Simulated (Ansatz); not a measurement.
GaN:
```xyz
6
Lattice="3.1636 0.0000 0.0000 -1.5818 2.7397 0.0000 0.0000 0.0000 7.4390" Properties=species:S:1:pos:R:3 pbc="T T T"
Ga     1.5818     0.0000     3.7195
Ga    -0.7909     1.3699     1.2398
Ga     0.7909     1.3699     6.1992
N      1.5818     0.0000     0.0000
N     -0.7909     1.3699     4.9593
N      0.7909     1.3699     2.4797
```

Relaxed with PBE. Special points in fractions of this cell's reciprocal vectors: Γ (0.000, 0.000, 0.000); M (0.500, 0.000, 0.000); K (0.333, 0.333, 0.000); A (0.000, 0.000, 0.500); L (0.500, 0.000, 0.500); H (0.333, 0.333, 0.500).

Problem. List the band energies nearest the valence-band maximum at these points for plane-wave PAW PBE (Ansatz code).

Solution. In eV from the valence-band maximum; about four levels below and three above (degenerate sets whole), none deeper than 8.9 eV; points with the same levels are listed once.

```json
[
 {"k": "Γ", "below": "-0.23 -0.23 -0.09 0.00", "above": "1.20 4.29 4.29"},
 {"k": "M", "below": "-1.96 -1.75 -1.35 -1.11", "above": "2.90 4.36 4.61"},
 {"k": "K", "below": "-3.54 -3.54 -2.24 -1.37 -1.37", "above": "4.20 4.99 4.99"},
 {"k": "A", "below": "-0.24 -0.10 -0.10 -0.01", "above": "3.07 3.07 4.39"},
 {"k": "L", "below": "-1.81 -1.54 -1.35 -1.21", "above": "3.32 4.48 4.53"},
 {"k": "H", "below": "-3.23 -3.23 -2.06 -0.99", "above": "4.63 5.72 5.72"}
]
```

Space group P6_222. A made-up cell: these elements were put on the sites of a structure type; neither database checked (COD, Materials Project) lists it. It is not the phase usual at ambient conditions (space group No. 186, 216). The PBE relaxation kept the symmetry of its start; whether a distortion lowers the energy is not shown. Scalar-relativistic: spin–orbit coupling is off unless named, which matters more the heavier the elements.

Potentials: the later of the program's two PAW sets.
